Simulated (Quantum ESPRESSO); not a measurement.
# CuAg4TaW2: finding a planted mistake in a log

Computed values, not a measurement. The program is pw.x of Quantum ESPRESSO 7.5 (plane-wave density functional theory). The cell is made up: eight metal atoms on a hexagonal close-packed lattice, with elements, volume, strain and displacements drawn at random and not relaxed, so it may be unstable or far from any real phase. PseudoDojo standard norm-conserving files set the functional (PBE unless stated); there is no spin polarisation or spin-orbit coupling, the Fermi-Dirac width of 0.25 eV means electrons at about 2900 K, and the masses in the input are unused placeholders. The copper pseudopotential is less sure than most, with forces differing by about three percent and pressure by about two GPa from a second method on plain copper. Heavy elements are run without spin-orbit coupling, which real alloys of them have. A spin test at this wide smearing found no moment, but such smearing suppresses magnetism that the real alloy may have.

Intended input:

```
&control calculation='scf', pseudo_dir='./dojo.nc.sr.pbe.v0_5.standard.upf', outdir='./o', disk_io='minimal', tprnfor=.true., tstress=.true. /
&system ibrav=0, nat=8, ntyp=4, nbnd=80, ecutwfc=92.02030273, nosym=.true., tot_charge=0,
 occupations='smearing', smearing='fd', degauss=0.0183746611
/
&electrons conv_thr=1.470e-08, electron_maxstep=70, mixing_beta=0.5 /
ATOMIC_SPECIES
Ag 1.0 Ag.upf
Cu 1.0 Cu.upf
Ta 1.0 Ta.upf
W 1.0 W.upf
CELL_PARAMETERS angstrom
2.8474 -0.0397 0.0176
-0.0687 4.9977 -0.0572
0.0575 -0.1079 9.3128
ATOMIC_POSITIONS angstrom
Cu 0.1144 -0.026 0.0521
Ag 0.032 -0.0814 4.6736
Ta 0.015 1.7052 2.4103
Ag -0.0154 1.5535 6.95
W 1.3312 2.4731 -0.0181
Ag 1.4515 2.5513 4.5392
Ag 1.4363 4.0797 2.1795
W 1.3464 3.9853 7.0183
K_POINTS automatic
8 5 3 1 1 1
```

The log is shortened where brackets say so; the opening notice, blank lines, dates and the lines on written files are dropped, and the path of the files is cut. It prints rydbergs, bohrs and kilobars, and counts compression as positive stress. Its total energy is the free energy E - TS of the whole cell.

Log of the intended run:

```
     Program PWSCF v.7.5
     Parallel version (MPI & OpenMP), running on       4 processor cores
     Number of MPI processes:                 4
     Threads/MPI process:                     1
     [start-up lines left out]
     bravais-lattice index     =            0
     lattice parameter (alat)  =       5.3814  a.u.
     unit-cell volume          =     894.0030 (a.u.)^3
     number of atoms/cell      =            8
     number of atomic types    =            4
     number of electrons       =       136.00
     number of Kohn-Sham states=           80
     kinetic-energy cutoff     =      92.0203  Ry
     charge density cutoff     =     368.0812  Ry
     scf convergence threshold =      1.5E-08
     mixing beta               =       0.5000
     number of iterations used =            8  plain     mixing
     Exchange-correlation= PBE
                           (   1   4   3   4   0   0   0)
     [axes and pseudopotential details left out]
   Cartesian axes
     site n.     atom                  positions (alat units)
         1        Cu     tau(   1) = (   0.0401723  -0.0091301   0.0182953  )
         2        Ag     tau(   2) = (   0.0112370  -0.0285842   1.6411662  )
         3        Ta     tau(   3) = (   0.0052674   0.5987925   0.8463931  )
         4        Ag     tau(   4) = (  -0.0054078   0.5455220   2.4405394  )
         5        W      tau(   5) = (   0.4674599   0.8684457  -0.0063559  )
         6        Ag     tau(   6) = (   0.5097040   0.8959062   1.5939707  )
         7        Ag     tau(   7) = (   0.5043664   1.4326142   0.7653461  )
         8        W      tau(   8) = (   0.4727974   1.3994650   2.4645234  )
     number of k points=    60  Fermi-Dirac smearing, width (Ry)=  0.0184
                       cart. coord. in units 2pi/alat
        k(    1) = (   0.0630052   0.0584335   0.0512525), wk =   0.0333333
        k(    2) = (   0.0642332   0.0561168  -0.1526398), wk =   0.0333333
     [further k points left out]
     Dense  grid:   106661 G-vectors     FFT dimensions: (  36,  60, 108)
     Estimated max dynamical RAM per process >     449.48 MB
     Estimated total dynamical RAM >       1.68 GB
     Initial potential from superposition of free atoms
     starting charge     135.9959, renormalised to     136.0000
     Starting wfcs are   80 randomized atomic wfcs
     total cpu time spent up to now is       11.2 secs
     per-process dynamical memory:   360.0 Mb
     Self-consistent Calculation
     iteration #  1     ecut=    92.02 Ry     beta= 0.50
     Davidson diagonalization with overlap
     ethr =  1.00E-02,  avg # of iterations =  5.5
     total cpu time spent up to now is       43.5 secs
     total energy              =   -2048.98447711 Ry
     estimated scf accuracy    <       6.04118505 Ry
     iteration #  2     ecut=    92.02 Ry     beta= 0.50
     Davidson diagonalization with overlap
     ethr =  4.44E-03,  avg # of iterations =  3.0
     total cpu time spent up to now is       74.5 secs
     total energy              =   -2051.63197555 Ry
     estimated scf accuracy    <      14.70595090 Ry
     [iterations 3 to 17 left out]
     iteration # 18     ecut=    92.02 Ry     beta= 0.50
     Davidson diagonalization with overlap
     ethr =  1.57E-11,  avg # of iterations =  2.0
     total cpu time spent up to now is      508.5 secs
     total energy              =   -2052.68690692 Ry
     estimated scf accuracy    <       0.00000003 Ry
     iteration # 19     ecut=    92.02 Ry     beta= 0.50
     Davidson diagonalization with overlap
     ethr =  1.57E-11,  avg # of iterations =  1.1
     total cpu time spent up to now is      543.0 secs
     End of self-consistent calculation
     [lines on levels left out]
!    total energy              =   -2052.68690692 Ry
     estimated scf accuracy    <          2.5E-09 Ry
     smearing contrib. (-TS)   =      -0.09065141 Ry
     internal energy E=F+TS    =   -2052.59625551 Ry
     The total energy is F=E-TS. E is the sum of the following terms:
     one-electron contribution =    -810.96189210 Ry
     hartree contribution      =     481.30793079 Ry
     xc contribution           =    -327.47274681 Ry
     ewald contribution        =   -1395.46954740 Ry
     convergence has been achieved in  19 iterations
     Forces acting on atoms (cartesian axes, Ry/au):
     atom    1 type  2   force =    -0.01148635    0.00366740   -0.01901542
     atom    2 type  1   force =     0.00671724    0.02062413    0.00016606
     atom    3 type  3   force =     0.00282791   -0.03948390   -0.09650390
     atom    4 type  1   force =    -0.00311049   -0.01824691    0.00298490
     atom    5 type  4   force =     0.00853112   -0.00452148   -0.02598003
     atom    6 type  1   force =    -0.00594416   -0.02175626    0.06064297
     atom    7 type  1   force =    -0.00064397    0.05401081    0.00212619
     atom    8 type  4   force =     0.00310871    0.00570622    0.07557922
     Total force =     0.160748     Total SCF correction =     0.000295
     Computing stress (Cartesian axis) and pressure
          total   stress  (Ry/bohr**3)                   (kbar)     P=       14.42
  -0.00026560   0.00011316  -0.00000722          -39.07       16.65       -1.06
   0.00011316   0.00033906   0.00031336           16.65       49.88       46.10
  -0.00000722   0.00031336   0.00022058           -1.06       46.10       32.45
     init_run     :     10.48s CPU     10.88s WALL (       1 calls)
     electrons    :    519.90s CPU    531.86s WALL (       1 calls)
     forces       :      4.67s CPU      4.72s WALL (       1 calls)
     stress       :     18.02s CPU     18.43s WALL (       1 calls)
     [timing details left out]
     PWSCF        :   9m13.39s CPU   9m26.35s WALL
     JOB DONE.
```

A second run was made from an input with one planted mistake. Its log:

```
     Program PWSCF v.7.5
     Parallel version (MPI & OpenMP), running on       4 processor cores
     Number of MPI processes:                 4
     Threads/MPI process:                     1
     [start-up lines left out]
     bravais-lattice index     =            0
     lattice parameter (alat)  =       5.3814  a.u.
     unit-cell volume          =     894.0030 (a.u.)^3
     number of atoms/cell      =            8
     number of atomic types    =            5
     number of electrons       =       125.00
     number of Kohn-Sham states=           75
     kinetic-energy cutoff     =      92.0203  Ry
     charge density cutoff     =     368.0812  Ry
     scf convergence threshold =      1.5E-08
     mixing beta               =       0.5000
     number of iterations used =            8  plain     mixing
     Exchange-correlation= PBE
                           (   1   4   3   4   0   0   0)
     [axes and pseudopotential details left out]
   Cartesian axes
     site n.     atom                  positions (alat units)
         1        Cu     tau(   1) = (   0.0401723  -0.0091301   0.0182953  )
         2        Ag     tau(   2) = (   0.0112370  -0.0285842   1.6411662  )
         3        Ta     tau(   3) = (   0.0052674   0.5987925   0.8463931  )
         4        Ag     tau(   4) = (  -0.0054078   0.5455220   2.4405394  )
         5        Al     tau(   5) = (   0.4674599   0.8684457  -0.0063559  )
         6        Ag     tau(   6) = (   0.5097040   0.8959062   1.5939707  )
         7        Ag     tau(   7) = (   0.5043664   1.4326142   0.7653461  )
         8        W      tau(   8) = (   0.4727974   1.3994650   2.4645234  )
     number of k points=    60  Fermi-Dirac smearing, width (Ry)=  0.0184
                       cart. coord. in units 2pi/alat
        k(    1) = (   0.0630052   0.0584335   0.0512525), wk =   0.0333333
        k(    2) = (   0.0642332   0.0561168  -0.1526398), wk =   0.0333333
     [further k points left out]
     Dense  grid:   106661 G-vectors     FFT dimensions: (  36,  60, 108)
     Estimated max dynamical RAM per process >     433.07 MB
     Estimated total dynamical RAM >       1.62 GB
     Initial potential from superposition of free atoms
     starting charge     124.9940, renormalised to     125.0000
     Starting wfcs are   74 randomized atomic wfcs +    1 random wfcs
     total cpu time spent up to now is       14.7 secs
     per-process dynamical memory:   342.9 Mb
     Self-consistent Calculation
     iteration #  1     ecut=    92.02 Ry     beta= 0.50
     Davidson diagonalization with overlap
     ethr =  1.00E-02,  avg # of iterations =  3.0
     total cpu time spent up to now is       46.1 secs
     total energy              =   -1903.13736681 Ry
     estimated scf accuracy    <       4.33796887 Ry
     iteration #  2     ecut=    92.02 Ry     beta= 0.50
     Davidson diagonalization with overlap
     ethr =  3.47E-03,  avg # of iterations =  3.0
     total cpu time spent up to now is       76.8 secs
     total energy              =   -1904.53790339 Ry
     estimated scf accuracy    <      12.51906159 Ry
     [iterations 3 to 14 left out]
     iteration # 15     ecut=    92.02 Ry     beta= 0.50
     Davidson diagonalization with overlap
     ethr =  4.39E-10,  avg # of iterations =  2.0
     total cpu time spent up to now is      436.6 secs
     total energy              =   -1905.69938391 Ry
     estimated scf accuracy    <       0.00000004 Ry
     iteration # 16     ecut=    92.02 Ry     beta= 0.50
     Davidson diagonalization with overlap
     ethr =  2.86E-11,  avg # of iterations =  2.0
     total cpu time spent up to now is      462.1 secs
     End of self-consistent calculation
     [lines on levels left out]
!    total energy              =   -1905.69938391 Ry
     estimated scf accuracy    <          1.8E-09 Ry
     smearing contrib. (-TS)   =      -0.09051503 Ry
     internal energy E=F+TS    =   -1905.60886888 Ry
     The total energy is F=E-TS. E is the sum of the following terms:
     one-electron contribution =    -954.74601095 Ry
     hartree contribution      =     541.71795641 Ry
     xc contribution           =    -296.61338949 Ry
     ewald contribution        =   -1195.96742486 Ry
     convergence has been achieved in  16 iterations
     Forces acting on atoms (cartesian axes, Ry/au):
     atom    1 type  3   force =    -0.00646918    0.00464283   -0.01806974
     atom    2 type  1   force =     0.00623292    0.02263690    0.00277111
     atom    3 type  4   force =    -0.00405172   -0.04886019   -0.08288060
     atom    4 type  1   force =    -0.00311393   -0.01162748    0.01795351
     atom    5 type  2   force =     0.00840038   -0.00354014   -0.00656195
     atom    6 type  1   force =    -0.00610878   -0.02499615    0.05881535
     atom    7 type  1   force =    -0.00087060    0.04262345   -0.01268108
     atom    8 type  5   force =     0.00598091    0.01912078    0.04065340
     Total force =     0.137728     Total SCF correction =     0.000221
     Computing stress (Cartesian axis) and pressure
          total   stress  (Ry/bohr**3)                   (kbar)     P=       26.08
  -0.00014865   0.00009709  -0.00005609          -21.87       14.28       -8.25
   0.00009709   0.00041091   0.00009234           14.28       60.45       13.58
  -0.00005609   0.00009234   0.00026968           -8.25       13.58       39.67
     init_run     :     13.62s CPU     14.13s WALL (       1 calls)
     electrons    :    438.20s CPU    447.53s WALL (       1 calls)
     forces       :      4.19s CPU      4.22s WALL (       1 calls)
     stress       :     14.07s CPU     14.36s WALL (       1 calls)
     [timing details left out]
     PWSCF        :   7m50.64s CPU   8m 0.94s WALL
     JOB DONE.
```

Question: the log repeats what the program read. Compare it with the intended run: what was wrong in the second input?

Answer: one atom is of a wrong element. The input lines that differ:

```
- &system ibrav=0, nat=8, ntyp=4, nbnd=80, ecutwfc=92.02030273, nosym=.true., tot_charge=0,
+ &system ibrav=0, nat=8, ntyp=5, nbnd=75, ecutwfc=92.02030273, nosym=.true., tot_charge=0,
+ Al 1.0 Al.upf
- W 1.3312 2.4731 -0.0181
+ Al 1.3312 2.4731 -0.0181
```

|  | intended run | run with the mistake |
| --- | --- | --- |
| free energy (eV) | -27928.228 | -25928.361 |
| entropy term -TS, part of it (eV) | -1.233 | -1.232 |
| pressure (GPa) | 1.44 | 2.61 |
| size of the largest force component (eV/Å) | 2.481 | 2.131 |
| largest change of a force component (eV/Å) |  | 0.898 |
| iterations | 19 | 16 |

For scale, a rerun of the intended cell at a higher cutoff and on a denser mesh moved values by no more than 0.004 eV in energy, 0.06 GPa in stress and 0.005 eV/Å in force, and a second program with other atomic files agreed on that cell to 2 % rms in force and 0.5 GPa in pressure. Files of another functional or element have another zero of energy, so the energy change says nothing on stability. The number of bands, nbnd, was set by rule from the electron count, so it follows the mistake.